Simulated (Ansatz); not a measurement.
## Deforming V

```
V
1.0
    -1.51300    1.51300    1.51300
     1.51300   -1.51300    1.51300
     1.51300    1.51300   -1.51300
V
1
Direct
  0.00000 0.00000 0.00000
```

The geometry is COD entry 7101267, unchecked; take it as a test cell.

These are results of DFT, PBEsol, all-electron LAPW, scalar-relativistic (Ansatz 0.2.0), not measurements.

Sampling and basis: a Γ-centred 19×19×19 k mesh, Fermi–Dirac smearing of 0.03 eV, basis error target 1 meV/atom, spin-polarised from start moments V 1.5 μB (the moments died away, and the run ended non-magnetic).

The unchanged cell is at -11.84 GPa.

In a metal, stresses and small energies carry noise from the k mesh.

x, y and z are the Cartesian axes of the cell as listed; fractional coordinates follow a strain, and an engineering shear is twice the off-diagonal strain component.

Problem. One change gave: energy change +2 meV/atom; stress change (xx, yy, zz, yz, xz, xy) 0.16, 0.16, 0.16, -0.83, -0.83, -0.83 GPa, compression positive. Which change was it?
A. equal xy, yz and zx engineering shear strains of +1 %
B. equal xy, yz and zx engineering shear strains of +3 %
C. equal xy, yz and zx engineering shear strains of -3 %
D. equal xy, yz and zx engineering shear strains of +2 %
E. equal xy, yz and zx engineering shear strains of -1 %
F. equal xy, yz and zx engineering shear strains of -2 %

Solution. B. For equal xy, yz and zx engineering shear strains of -3 %: energy change under 1 meV/atom; stress change (xx, yy, zz, yz, xz, xy) 0.18, 0.18, 0.18, 0.15, 0.15, 0.15 GPa, compression positive. For equal xy, yz and zx engineering shear strains of -1 %: energy change under 1 meV/atom; stress change (xx, yy, zz, yz, xz, xy) 0.02, 0.02, 0.02, 0.18, 0.18, 0.18 GPa, compression positive. For equal xy, yz and zx engineering shear strains of +2 %: energy change +1 meV/atom; stress change (xx, yy, zz, yz, xz, xy) 0.06, 0.06, 0.06, -0.56, -0.56, -0.56 GPa, compression positive. For equal xy, yz and zx engineering shear strains of -2 %: energy change under 1 meV/atom; stress change (xx, yy, zz, yz, xz, xy) 0.08, 0.08, 0.08, 0.25, 0.25, 0.25 GPa, compression positive. For equal xy, yz and zx engineering shear strains of +1 %: energy change under 1 meV/atom; stress change (xx, yy, zz, yz, xz, xy) 0.01, 0.01, 0.01, -0.24, -0.24, -0.24 GPa, compression positive.
